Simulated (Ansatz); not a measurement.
**LiPb: moving Pb off its site**

LiPb, Pm-3m, a = 3.522 Å (as given, not relaxed at this level: -0.3 GPa). The structure is a COD entry; whether it is the stable form wasn't checked. Ansatz: PBEsol, PAW, 420 eV, Γ-centred 14×14×14 mesh on 2 atoms, Gaussian smearing 0.15 eV; no spin polarisation.

```
Li Pb
1.0
     3.52200    0.00000    0.00000
     0.00000    3.52200    0.00000
     0.00000    0.00000    3.52200
Li Pb
1 1
Direct
  0.50000 0.50000 0.50000
  0.00000 0.00000 0.00000
```

Atom 2 (Pb) moves by x along the unit vector (1.000, 0.000, 0.000), with its periodic images; all else is held. y is the free energy of the cell over the start, F the force along the path summed over the moved atoms. Symmetry makes y even in x.

| x (Å) | y (meV) | F (eV/Å) |
| --- | --- | --- |
| -0.5000 | 188.4 | 0.71 |
| -0.2500 | 49.0 | 0.39 |
| 0.0000 | 0.0 | 0.00 |
| 0.0625 | 3.1 | -0.10 |
| 0.1250 | 12.4 | -0.20 |
| 0.1875 | 27.7 | -0.29 |
| 0.3125 | 76.0 | -0.48 |
| 0.3750 | ? | ? |
| 0.4375 | 146.1 | -0.64 |

Problem. Fit y = c2 x² + c4 x⁴ to the energies of the other rows, give the force constant, and predict energy and force of the missing row.

Solution. Least squares on the rows shown. y = 794.22 x² − 162.26 x⁴. The force constant is 2 c2 = 1.59 eV/Å² (for all images moving together, not for a lone atom). With two atoms in a cubic cell this is the optical mode at Γ (in a metal it hangs on mesh and smearing): ω = 521.5 √(2 c2/μ) = 254 cm⁻¹ for μ = 6.72 u. The force −dy/dx at the missing row is -0.56 eV/Å (computed -0.56). At x = 0.3750 the fit asked for gives 108.5 meV. The run gave 108.5 meV, the same to the digits shown.

Spin–orbit coupling is left out, which can shift energies with elements as heavy as these.